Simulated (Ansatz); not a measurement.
Structure relaxation, Ti

The start is a relaxed Ti cell displaced along its unstable phonon at q = (½, 0, 0) of its primitive reciprocal cell (188i cm⁻¹), largest move 0.15 Å. A full variable-cell relaxation at zero pressure is run with r2SCAN (plane waves to 500 eV, PAW, scalar-relativistic; Ansatz, a program for electronic structure). The first steps use a coarse 7×14×14 k-mesh.

Initial structure:
```yaml
crystal:
  lattice:
    - [-3.25310, 3.25310, 3.25310]
    - [1.62655, -1.62655, 1.62655]
    - [1.62655, 1.62655, -1.62655]
  atoms:
    - { symbol: Ti, position: [0.00000, 0.96740, 0.03260] }
    - { symbol: Ti, position: [0.50000, 0.03260, 0.96740] }
```

Question: By how much does the energy per atom fall from start to end?

Answer: 0.09 eV/atom.

Question: Does it find its way back to the structure it was made from?

Answer: It does not go back: it reaches P6₃/mmc (No. 194), hcp (Mg type), 0.14 eV/atom below the parent.

Question: How do the shortest distances between atoms change?

Answer: The closest pairs of elements (up to four, under 3.6 Å), start → end: Ti–Ti 2.82 → 2.87 Å.

Question: What band gap does the relaxed structure have at this level?

Answer: Zero (metallic).

Question: Write out the relaxed structure.

Answer: 
```cif
data_Ti2
_chemical_formula_sum 'Ti2'
_space_group_name_H-M_alt 'P63/mmc'
_space_group_IT_number 194
_space_group_name_Hall '-P 6c 2c'
_cell_length_a 2.93631
_cell_length_b 2.93631
_cell_length_c 4.63695
_cell_angle_alpha 90.000
_cell_angle_beta 90.000
_cell_angle_gamma 120.000
loop_
_atom_site_label
_atom_site_type_symbol
_atom_site_symmetry_multiplicity
_atom_site_Wyckoff_symbol
_atom_site_fract_x
_atom_site_fract_y
_atom_site_fract_z
_atom_site_occupancy
Ti1 Ti 2 c 0.33333 0.66667 0.25000 1
```

Final values are on a 18×18×10 k-mesh of the relaxed cell. No spin polarisation in the result.

The run could not lose the symmetry of its start.
